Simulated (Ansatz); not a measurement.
Starting cell, SnO$_{2}$ (rutile):

```
SnO2
1.0
    4.76919     0.00000     0.00000
    0.00000     4.76919     0.00000
    0.00000     0.00000     3.21201
Sn O
2 4
Direct
  0.00000   0.00000   0.00000
  0.50000   0.50000   0.50000
  0.30628   0.30628   0.00000
  0.80628   0.19372   0.50000
  0.19372   0.80628   0.50000
  0.69372   0.69372   0.00000
```

In each cell atom 3 (O, nearest neighbour Sn at 2.066 Å; its periodic images, 3.2 Å or more away, move with it) moves by s·(0.577, 0.577, 0.577) (along Cartesian [111]), the rest being held.

All values below come from PBEsol (plane waves to 420 eV, PAW, scalar-relativistic; Ansatz, an electronic-structure program). k mesh 6×6×8 (Γ-centred), Fermi-Dirac smearing 0.05 eV. Energies are smeared free energies. Left out: 1 of 11 points, with atoms too close for the PAW data. SnO2 was relaxed with its symmetry unable to fall. ΔE is measured from the undisplaced structure.

```
s (Å)   ΔE (meV/cell)
------  -------------
-0.620           4198
-0.496           2488
-0.372           1317
-0.248            564
-0.124            140
0.000               0
0.124             155
0.248        withheld
0.372            1794
0.496            3812
```

**Question.** Fit a polynomial form (powers 2, 3, 4) to the given rows and predict ΔE at s = 0.248.

**Answer.** Least squares on the 9 given rows: ΔE = (9805)·s² + (5412)·s³ + (11740)·s⁴, in meV/cell with s in Å; root-mean-square residual 26.7 meV/cell. At 0.248 the fit gives 730 meV/cell; the calculation gives 689 meV/cell, so the interpolation is off by 41 (+6.0 %). The quadratic term alone would give 603 meV/cell.

(A displaced cell: forces are minus the slopes of the energy, force constants its curvatures, and phonons follow from these.)
